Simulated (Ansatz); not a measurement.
K3GaF6:
```cif
data_F24Ga4K12
_chemical_formula_sum 'K12 Ga4 F24'
_space_group_name_H-M_alt 'Fm-3m'
_space_group_IT_number 225
_space_group_name_Hall '-F 4 2 3'
_cell_length_a 8.69590
_cell_length_b 8.69590
_cell_length_c 8.69590
_cell_angle_alpha 90.000
_cell_angle_beta 90.000
_cell_angle_gamma 90.000
loop_
_atom_site_label
_atom_site_type_symbol
_atom_site_symmetry_multiplicity
_atom_site_Wyckoff_symbol
_atom_site_fract_x
_atom_site_fract_y
_atom_site_fract_z
_atom_site_occupancy
K1 K 8 c 0.25000 0.25000 0.25000 1
K2 K 4 b 0.50000 0.50000 0.50000 1
Ga1 Ga 4 a 0.00000 0.00000 0.00000 1
F1 F 24 e 0.00000 0.00000 0.21723 1
```
(The calculation used a cell of 10 atoms; values per cell refer to that cell.)

Relaxed with r²SCAN. 

Q: HSE06 on this cell (Ansatz, an electronic-structure program, PAW) gives a gap of 8.30 eV. What does r²SCAN give?

A: 6.97 eV.

Cost on shared cores: the r²SCAN run (SCF on a 6×6×6 mesh, then bands and DOS) very roughly 120 core-seconds, the HSE06 run (SCF on 3×3×3, then a few points) roughly 4 core-minutes; the tasks are unlike.

The first step of the workflow began from a Materials Project structure, measured or hypothetical; the Crystallography Open Database files this formula in space group No. 225, but the cells were not matched. Whether it is the stable phase at ambient conditions was not checked. The r²SCAN relaxation kept the symmetry of its start; whether a distortion lowers the energy is not shown. Scalar-relativistic: spin–orbit coupling is off unless named, which matters more the heavier the elements.

Potentials: the later of the program's two PAW sets.

Ansatz is a plane-wave DFT program.
